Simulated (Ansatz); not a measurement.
Zr:
```
CELL_PARAMETERS angstrom
     -2.72392     4.14601     3.10258
      2.72392    -4.14601     3.10258
      2.72392     4.14601    -3.10258
ATOMIC_POSITIONS crystal
  Zr 0.25000 0.25000 0.00000
  Zr 0.75000 0.75000 0.00000
  Zr 0.32260 0.08125 0.40385
  Zr 0.67740 0.91875 0.59615
  Zr 0.17740 0.58125 0.75865
  Zr 0.82260 0.41875 0.24135
```

Relaxed with r²SCAN+D4. Special points in fractions of this cell's reciprocal vectors: Γ (0.000, 0.000, 0.000); X (0.500, -0.500, 0.500); F0 (0.358, -0.358, 0.642); Σ0 (-0.358, 0.358, 0.358); Λ0 (0.390, 0.390, -0.390); G0 (0.610, -0.390, 0.390); R (0.000, 0.500, 0.000); W (0.250, 0.250, 0.250); S (0.500, 0.000, 0.000); T (0.000, 0.000, 0.500).

Question: List the band energies nearest the Fermi level at these points for plane-wave PAW r²SCAN+D4 (Ansatz code).

Answer: In eV from the Fermi level; about four levels below and three above (degenerate sets whole), none deeper than 8.9 eV; points with the same levels are listed once.

```
k                           below                above
--  -----------------------------  -------------------
Γ         -0.93 -0.76 -0.42 -0.18       0.15 0.26 0.65
X   -2.08 -2.07 -1.96 -1.26 -0.78       0.06 0.15 0.27
F0        -1.11 -0.45 -0.39 -0.02       0.29 0.50 0.82
Λ0        -0.59 -0.58 -0.08 -0.03       0.53 0.67 0.82
R         -0.93 -0.93 -0.64 -0.64  0.03 0.03 0.93 0.93
W         -0.83 -0.83 -0.59 -0.59  0.11 0.11 0.87 0.87
S         -1.09 -1.09 -0.40 -0.40  0.46 0.46 1.11 1.11
T         -0.43 -0.41 -0.40 -0.01       0.17 0.28 0.80
```

Space group Ibam. The workflow started from a Materials Project entry (that database holds measured and hypothetical structures alike); the Crystallography Open Database copy checked does not list it. It is not the phase usual at ambient conditions (space group No. 194). Symmetry was held in the r²SCAN+D4 relaxation; whether a distortion lowers the energy is not shown. No spin polarisation was allowed. The pairwise dispersion correction was not fitted to metals. Scalar-relativistic: spin–orbit coupling is off unless named, which matters more the heavier the elements.

Potentials: the later of the program's two PAW sets.
